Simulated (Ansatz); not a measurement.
GaP:
```yaml
crystal:
  lattice:
    - [0.00000, 2.71924, 2.71924]
    - [2.71924, 0.00000, 2.71924]
    - [2.71924, 2.71924, 0.00000]
  atoms:
    - { symbol: P, position: [0.75000, 0.75000, 0.75000] }
    - { symbol: Ga, position: [0.00000, 0.00000, 0.00000] }
```

Relaxed with PBEsol. Special points in fractions of this cell's reciprocal vectors: Γ (0.000, 0.000, 0.000); X (0.500, 0.000, 0.500); U (0.625, 0.250, 0.625); K (0.375, 0.375, 0.750); L (0.500, 0.500, 0.500); W (0.500, 0.250, 0.750).

Problem. List the band energies nearest the valence-band maximum at these points for plane-wave PAW PBEsol (Ansatz code).

Solution. In eV from the valence-band maximum; about four levels below and three above (degenerate sets whole), none deeper than 8.9 eV; points with the same levels are listed once.

```csv
k,below,above
Γ,0.00 0.00 0.00,1.80 3.82 3.82 3.82
X,-6.83 -2.73 -2.73,1.50 1.71 10.57 10.57
U,-6.62 -4.03 -2.30,2.06 4.73 8.19
L,-6.73 -1.14 -1.14,1.60 4.64 4.64
W,-6.62 -3.66 -3.51,4.60 4.85 6.02
```

Space group F-43m (zinc blende). The PBEsol relaxation kept the symmetry of its start. Spin–orbit coupling is left out wherever it is not named.

Potentials: the later of the program's two PAW sets.
